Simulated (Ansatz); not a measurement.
ZrOs (CsCl type, space group No. 221) at seven volumes, r²SCAN (plane waves, PAW; program Ansatz), scaled uniformly. One row is withheld.

| V (Å³/atom) | P (GPa) |
|---|---|
| 15.957 | ? |
| 16.483 | 15.23 |
| 17.009 | 6.98 |
| 17.535 | -0.06 |
| 18.061 | -6.13 |
| 18.587 | -11.36 |
| 19.113 | -15.83 |

Problem. Fit the shown pressures and predict the withheld one.

Solution. Third-order Birch–Murnaghan: P = (3/2)B₀(x^(7/2) − x^(5/2))[1 + (3/4)(B′ − 4)(x − 1)] with x = (V₀/V)^(2/3). Least squares on the six rows gives V₀ = 17.529 Å³/atom, B₀ = 218.2 GPa, B′ = 4.07. At V = 15.957, x = 1.0646 and P = 24.83 GPa. The run itself gave 24.93 GPa.

Space group Pm-3m (CsCl type). The workflow started from an entry of the Crystallography Open Database (COD). Whether it is the stable phase at ambient conditions was not checked. The r²SCAN relaxation kept the symmetry of its start; whether a distortion lowers the energy is not shown. No spin polarisation was allowed. Scalar-relativistic: spin–orbit coupling is off unless named, which matters more the heavier the elements.

Potentials: the later of the program's two PAW sets.
